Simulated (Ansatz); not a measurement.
## Equation of state of iridium, bcc

The calculation used Ansatz 0.2.0, DFT, r2SCAN, plane waves (500 eV) with PAW, scalar-relativistic. (PAW data from PBE, frozen cores regenerated.)

The cell is scaled uniformly from the relaxed one, with fractional coordinates and shape fixed. Energies are extrapolated to zero smearing, pressures are those at the given smearing. Magnetic state: spin not included. It is not the lowest magnetic state of this structure.

| V (Å³/atom) | E − E₀ (meV/atom) | P (GPa) |
| --- | --- | --- |
| 12.959 | 280.2 | 58.56 |
| 13.548 | 113.0 | 34.29 |
| 14.137 | 25.3 | 15.17 |
| 14.726 | 0.0 | 0.13 |
| 15.315 | 23.7 | -11.68 |
| 15.904 | 85.9 | -20.91 |
| 16.493 | 178.1 | -28.08 |

(1) Fit a third-order Birch-Murnaghan equation.

Answers

(1) V₀ = 14.71 Å³/atom, B₀ = 333 GPa, B₀′ = 5.0.
